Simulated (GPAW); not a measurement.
# Fitting the PBEsol energy curve of PdGe3

It takes space group Pm-3m (No. 221, cubic). Conventional cell: a = 4.142 Å, b = 4.142 Å, c = 4.142 Å, α = 90.00°, β = 90.00°, γ = 90.00°. Pd (site symmetry m-3m) has 12 Ge at 2.93 Å as nearest neighbours. Around Ge (site symmetry 4/mmm) lie 4 Pd at 2.93 Å and 8 Ge at 2.93 Å.

The cell comes from a database or a generator and needn't be the stable form of this composition.

The cell was scaled at fixed shape and fractions and run with GPAW, PAW data sets generated for this functional, cutoff 600 eV; PBEsol, k mesh 7 × 7 × 7 on the cell of 4 atoms, fermi-dirac occupations of 0.05 eV, no spin polarisation, no spin-orbit coupling. Energies are those that the program minimises, any entropy of the smearing included. For a metal such a mesh isn't converged to the digits shown.

```csv
V (Å³/atom),energy over the lowest row (meV/atom)
16.6996,0.00
17.0549,0.22
17.4102,4.98
17.7655,13.72
18.1208,?
18.4761,41.26
18.8314,59.28
```

Problem. Fit the third-order Birch-Murnaghan form, give V0, B0 and B′, and predict the energy left open.

Solution. With y = (V0/V)^(2/3), E = E0 + (9 V0 B0/16) [(y - 1)³ B′ + (y - 1)² (6 - 4y)]. Least squares through the rows shown give V0 = 16.8587 Å³/atom, E0 = -0.50 meV, B0 = 103.8 GPa (1 eV/Å³ = 160.218 GPa) and B′ = 5.08, with a largest miss of 0.02 meV. At V = 18.1208 the form with these constants gives 25.94 meV; the run gave 25.95 meV an atom.
